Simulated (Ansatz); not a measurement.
## Property card for Y2InNi2

Y2InNi2:
```xyz
5
Lattice="1.9354 -7.1159 0.0000 1.9354 7.1159 0.0000 0.0000 0.0000 3.6918" Properties=species:S:1:pos:R:3 pbc="T T T"
Y      1.9354     1.9571     1.8459
Y      1.9354    -1.9571     1.8459
In     0.0000     0.0000     0.0000
Ni     1.9354    -4.2641     0.0000
Ni     1.9354     4.2641     0.0000
```

Space group Cmmm (No. 65); conventional cell a = 3.8709 Å, b = 14.2317 Å, c = 3.6918 Å, α = β = γ = 90.00°.

Method: plane-wave PAW r²SCAN (Ansatz code). The cell and atoms are relaxed at this level. Other levels are named where they apply.

Cell and energy:

```yaml
volume_per_atom: 20.34 Å³
density: 6.70 g/cm³
Formation energy from the elements (no fitted shifts): -0.55 eV/atom
```

Electronic structure:

```yaml
electronic_character: metallic (no gap)
Density of states at the Fermi level: 0.53 states/eV per atom (mean over ±0.08 eV)
```

The workflow started from a Materials Project entry (that database holds measured and hypothetical structures alike); the Crystallography Open Database copy checked does not list it. Whether it is the stable phase at ambient conditions was not checked. The r²SCAN relaxation kept the symmetry of its start; its stability against distortions is not shown here. No spin polarisation was allowed. Axis ratios of metals converge slowly with the k-mesh, so a and c are less sure than the volume. The references are the lowest solids computed at this level, not always the standard phases. Scalar-relativistic: spin–orbit coupling is off unless named, which matters more the heavier the elements.

Potentials: the earlier of the program's two PAW sets.
